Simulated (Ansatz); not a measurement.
Ansatz 0.2.0, settings compared: KRb₂BeF₆

Run with:

```bash
ansatz run input.yaml --threads 1 --pin off --max-ram 2560MiB --backend cpu --events-out ev --progress --plain --runs-dir out
```

Input:

```yaml
crystal:
  lattice:
    - [0.0, 4.356563, 4.356563]
    - [4.356563, 0.0, 4.356563]
    - [4.356563, 4.356563, 0.0]
  atoms:
    - { symbol: F, position: [0.78, 0.22, 0.22] }
    - { symbol: F, position: [0.22, 0.78, 0.22] }
    - { symbol: F, position: [0.22, 0.78, 0.78] }
    - { symbol: F, position: [0.78, 0.22, 0.78] }
    - { symbol: F, position: [0.22, 0.22, 0.78] }
    - { symbol: F, position: [0.78, 0.78, 0.22] }
    - { symbol: Rb, position: [0.25, 0.25, 0.25] }
    - { symbol: Rb, position: [0.75, 0.75, 0.75] }
    - { symbol: K, position: [0.5, 0.5, 0.5] }
    - { symbol: Be, position: [0.0, 0.0, 0.0] }
  symmetry: { tolerance: 0.0003 }
kpoints:
  mp_grid: { grid: [4, 4, 4], shift: [0, 0, 0] }
magnetization:
  spin_polarized: false
scf:
  occupations: { method: fermi_dirac }
hamiltonian:
  pseudopotentials: { kind: paw }
  xc: pbe
basis:
  ecutwfc: 420
output:
  forces: true
  stress: true
  eigenvalues: true
  write_density: true
  write_potential: true
  elf: true
  volumetric_format: npy
```

Origin of the cell: a known structure type with other elements, at an estimated volume, so it need not be a known compound.

The smearing width isn't typed, so it takes its default of 0.1 eV.

Output of this run (shortened):

```
SCF iter   1: F=—  HF=-13023.613111 eV  Δρ=1.32e-3  dr2=2.56e-3
SCF iter   2: F=—  HF=-13023.614088 eV  Δρ=5.39e-4  dr2=2.80e-4
SCF iter   3: F=—  HF=-13023.614070 eV  Δρ=1.68e-4  dr2=4.14e-5
SCF iter   4: F=—  HF=-13023.614192 eV  Δρ=5.43e-5  dr2=3.89e-6
SCF iter   5: F=—  HF=-13023.614192 eV  Δρ=1.17e-5  dr2=1.48e-7
SCF iter   6: F=-13023.614192 eV  HF=-13023.614192 eV  Δρ=1.50e-6  dr2=2.39e-9
SCF 1 converged in 6 iterations: F = -13023.614192 eV  dr2 = 2.39e-9
SCF converged after 6 iterations
Free energy (F): -13023.614192 eV
Harris-Foulkes:  -13023.614192 eV  (|F-HF|=5.02e-10)
Internal energy: -13023.314951 eV  (E = F + TS)
E sigma→0 (E₀):  -13023.464572 eV
Entropy (-TS):   -0.299241 eV (-29.924 meV/atom)
Fermi energy:    1.237509 eV
--- Per-component energies (eV) ---
  E_band       = -456.087392
  E_kinetic    = 1893.095141
  E_local      = -5152.436573  (includes V_loc(G=0)·N_el)
  E_nonlocal   = 802.949166
  E_hartree    = 1785.611697
  E_xc         = -895.362110
  E_vxc        = -1073.572723  (∫ρ·V_xc dr)
  E_paw        = -7277.798754  (= ΣΔE_a)
  E_vpaw       = -497.357325  (= ΣTr[D̂ρ^β])
  E_aug_tail   = 0.012270  (compensation charges beyond the density's cutoff)
  E_ewald      = -4179.385789
  E_smearing   = -0.299241  (= −TS)
  Σ components = -13023.614192   (vs F -13023.614192, Δ=0.00e0)
--- Forces (eV/Å), atoms counted from 1 ---
  atom   1  F     -1.524024     0.000000     0.000000
  atom   2  F     -0.000000    -1.524024    -0.000000
  atom   3  F      1.524024    -0.000000    -0.000000
[… 2 lines left out …]
  atom   6  F     -0.000000     0.000000     1.524024
  atom   7  Rb    -0.000000     0.000000     0.000000
  atom   8  Rb    -0.000000     0.000000    -0.000000
  atom   9  K      0.000000     0.000000    -0.000000
  atom  10  Be     0.000000     0.000000     0.000000
  max |Σ_I F_I| component: 4.45e-16 eV/Å
--- Stress (GPa, compression-positive) ---
       -1.783841       0.000000       0.000000
        0.000000      -1.783841      -0.000000
       -0.000000      -0.000000      -1.783841
  P = ⅓ Tr σ = -1.7838 GPa (-17.838 kbar)
```

The same input was run again with these changes:

1. `scf.convergence.dr2_threshold` default → 1.0e-06; `scf.occupations.method` fermi_dirac → cold; `scf.occupations.width` default → 0.05; `scf.eigensolver.kind` default → davidson
2. `kpoints.mp_grid.grid` [4, 4, 4] → [6, 6, 6]; `hamiltonian.pseudopotentials` { kind: paw } → { kind: nc, accuracy: standard }
3. `scf.occupations.width` default → 0.15
4. `magnetization` { spin_polarized: false } → { spin_polarized: true, spin_orbit: true }; `hamiltonian.pseudopotentials` { kind: paw } → { kind: nc }; `scf.max_iter` default → 60; typed moments: none

```tsv
run	end	SCF iterations	P (GPa)	max force component (eV/Å)	gap on mesh (eV)	moment (μB)	ΔE(σ→0) (meV/atom)
base	converged	6	-1.78	1.524	–	–	0
1	converged	5	-1.86	1.529	–	–	6.16
2	converged	8	-1.62	1.476	–	–	–
3	converged	6	-1.75	1.505	–	–	-5.57
4	input refused	0	–	–	–	–	–
```

Energies are compared only where functional, datasets, charge and starting cell are the same.

Caveats of the base run: no moments, though an odd count or open d shells may carry them; the k mesh is coarse if the cell is a metal.

Run 1: the SCF threshold is loose for forces.
Run 2: the cutoff lies below the datasets' advice.

Time of the base run: 4.6 s on 1 thread of AMD EPYC 7R43 64-Core Processor (Zen 3) (shared host), peak memory 0.5 GiB, from the program's own first density.
